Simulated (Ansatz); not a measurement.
HfN:
```yaml
crystal:
  lattice:
    - [0.00000, 2.25084, 2.25084]
    - [2.25084, 0.00000, 2.25084]
    - [2.25084, 2.25084, 0.00000]
  atoms:
    - { symbol: N, position: [0.00000, 0.00000, 0.00000] }
    - { symbol: Hf, position: [0.50000, 0.50000, 0.50000] }
```

Relaxed with PBEsol. Special points in fractions of this cell's reciprocal vectors: Γ (0.000, 0.000, 0.000); X (0.500, 0.000, 0.500); U (0.625, 0.250, 0.625); K (0.375, 0.375, 0.750); L (0.500, 0.500, 0.500); W (0.500, 0.250, 0.750).

### Question
List the band energies nearest the Fermi level at these points for the program Ansatz at the PBEsol with spin–orbit coupling level (PAW).

### Answer
In eV from the Fermi level; about four levels below and three above (degenerate sets whole), none deeper than 8.9 eV; … stands for higher levels left out; points with the same levels are listed once.

| k | below | above |
|---|---|---|
| Γ | -0.43 -0.43 -0.43 -0.43 -0.13 -0.13 | 1.96 1.96 … |
| X | -3.64 -3.64 -3.35 -3.35 | 4.19 4.19 5.32 5.32 |
| U | -4.82 -4.82 -0.78 -0.78 | 3.96 3.96 4.59 4.59 |
| L | -6.22 -6.22 -6.16 -6.16 | 3.33 3.33 3.73 3.73 |
| W | -5.74 -5.74 -5.13 -5.13 | 1.16 1.16 1.28 1.28 |

Space group Fm-3m (rock salt). The PBEsol relaxation kept the symmetry of its start. No spin polarisation was allowed. With an odd number of electrons in the cell and no spin polarisation, the count alone makes it a metal.

Potentials: the later of the program's two PAW sets.
